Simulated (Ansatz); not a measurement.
SiC:
```cif
data_C4Si4
_chemical_formula_sum 'Si4 C4'
_space_group_name_H-M_alt 'P 1'
_space_group_IT_number 1
_cell_length_a 3.07776
_cell_length_b 3.07776
_cell_length_c 10.07751
_cell_angle_alpha 90.000
_cell_angle_beta 90.000
_cell_angle_gamma 120.000
loop_
_space_group_symop_operation_xyz
  'x, y, z'
loop_
_atom_site_label
_atom_site_type_symbol
_atom_site_fract_x
_atom_site_fract_y
_atom_site_fract_z
_atom_site_occupancy
Si1 Si 0.66667 0.33333 0.93784 1
Si2 Si 0.33333 0.66667 0.43784 1
Si3 Si 0.00000 0.00000 0.68789 1
Si4 Si 0.00000 0.00000 0.18789 1
C1 C 0.66667 0.33333 0.74980 1
C2 C 0.33333 0.66667 0.24980 1
C3 C 0.00000 0.00000 0.50046 1
C4 C 0.00000 0.00000 0.00046 1
```

Relaxed with r²SCAN.

### Question
Tabulate the valence density and the electron localisation function along the shortest Si–C contact (1.88 Å), r²SCAN (plane waves, PAW; program Ansatz).

### Answer


```
distance from Si (Å)  density (e/Å³)   ELF
--------------------  --------------  ----
0.19                            0.14  0.39
0.28                            0.18  0.32
0.38                            0.25  0.35
0.47                            0.35  0.49
0.56                            0.47  0.68
0.66                            0.59  0.82
0.75                            0.70  0.90
0.85                            0.81  0.92
0.94                            0.91  0.93
1.04                            1.02  0.93
1.13                            1.16  0.92
1.22                            1.33  0.89
1.32                            1.52  0.83
1.41                            1.69  0.71
1.51                            1.78  0.49
1.60                            1.75  0.23
1.69                            1.62  0.06
```

The density is the valence pseudo-density with augmentation charge, so density and ELF within about 1 Å of a nucleus are not all-electron values.

Space group P6_3mc (4H polytype). Symmetry was held in the r²SCAN relaxation; phonons on a q-mesh show no instability.

Potentials: the earlier of the program's two PAW sets.
